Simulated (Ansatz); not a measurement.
RuSi (FeSi type, space group P2_13)

```xyz
8
Lattice="4.7047 0.0000 0.0000 0.0000 4.7047 0.0000 0.0000 0.0000 4.7047" Properties=species:S:1:pos:R:3 pbc="T T T"
Ru     0.6089     0.6089     0.6089
Ru     2.9612     1.7435     4.0959
Ru     4.0959     2.9612     1.7435
Ru     1.7435     4.0959     2.9612
Si     3.9407     3.9407     3.9407
Si     1.5884     3.1164     0.7640
Si     0.7640     1.5884     3.1164
Si     3.1164     0.7640     1.5884
```

The slice is a {210} plane (indices of the conventional cell) through the point (0.838, 0.838, 0.838) (fractional), spanned by u = [100] and v = [021] in vectors of this cell: u (4.70 Å) and v (10.52 Å, at 90° to u). It covers one period; positions are fractions (u, v).

These are r2SCAN (plane waves to 500 eV, PAW, scalar-relativistic; Ansatz, an electronic-structure program) values and carry that method's errors. k mesh 10×10×10. Near the nuclei the fields are pseudised (PAW); where an atom keeps semicore shells as valence, they peak there. RuSi is run without spin polarisation. RuSi was relaxed with its symmetry unable to fall.

Problem. Sketch the electrostatic potential energy of an electron, from the cell's mean on this plane as a map.

Solution. 
```
|xxx640x04xx|
|xx57621465x|
|67654577655|
|760xxx67425|
|74xxxx37435|
|83xxxx27657|
|65xxxx57313|
|37622574xxx|
|18987651xxx|
|49997422xxx|
|67997534434|
|00486336861|
|xxx4xxxx64x|
|xxx1xxxx32x|
|xx02xxxx34x|
|2366xxxx674|
|89875345546|
|77200475003|
|63xxx0640x1|
|72xxxx67325|
|63xxx289876|
|xx12379995x|
|xxx675467xx|
|xxx550x14xx|
```
Scale: ten equal steps from 6.00 (start of '0') to 14.83 (end of '9'), in the order '0123456789'. Values: electrostatic potential energy of an electron, from the cell's mean, in eV. The map has 11 points along u (one character each, u = 0 at the left) and 24 along v (v = 0 in the bottom row). Points within 1 Å of a nucleus are blanked (x), as the pseudised field means little there. Values under 6 eV are set to 6. The zero, the cell's mean, hangs on the PAW cores.
